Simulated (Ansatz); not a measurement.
Given:

GeS2:
```cif
data_Ge2S4
_chemical_formula_sum 'Ge2 S4'
_space_group_name_H-M_alt 'P 1'
_space_group_IT_number 1
_cell_length_a 5.78283
_cell_length_b 5.78283
_cell_length_c 3.49552
_cell_angle_alpha 90.000
_cell_angle_beta 90.000
_cell_angle_gamma 90.000
loop_
_space_group_symop_operation_xyz
  'x, y, z'
loop_
_atom_site_label
_atom_site_type_symbol
_atom_site_fract_x
_atom_site_fract_y
_atom_site_fract_z
_atom_site_occupancy
Ge1 Ge 0.00000 0.00000 0.00000 1
Ge2 Ge 0.50000 0.50000 0.50000 1
S1 S 0.30817 0.30817 0.00000 1
S2 S 0.80817 0.19183 0.50000 1
S3 S 0.19183 0.80817 0.50000 1
S4 S 0.69183 0.69183 0.00000 1
```

This is the PBEsol-relaxed structure.

### Question
All from PBEsol (plane waves, PAW; program Ansatz), unless another level is named. Estimate the highest zone-centre frequency.

### Answer
373 cm⁻¹.

### Question
Predict the bulk modulus (Birch–Murnaghan fit).

### Answer
54.6 GPa.

Space group P4_2/mnm (rutile). The cell is a constructed one: a structure type filled with these elements; neither database checked (COD, Materials Project) lists it. COD files the formula under space group No. 14, 43, 82, 122, 217, so this cell is another polymorph or a model. Whether it is the stable phase at ambient conditions was not checked. The PBEsol relaxation kept the symmetry of its start. At this level the phase is dynamically unstable (imaginary phonons). A small band overlap can be real or an error of a semilocal functional. As this level gives no gap, phonon frequencies hold no LO–TO term and depend on the k-mesh and smearing (Fermi–Dirac, 0.1 eV here).

Potentials: the later of the program's two PAW sets.
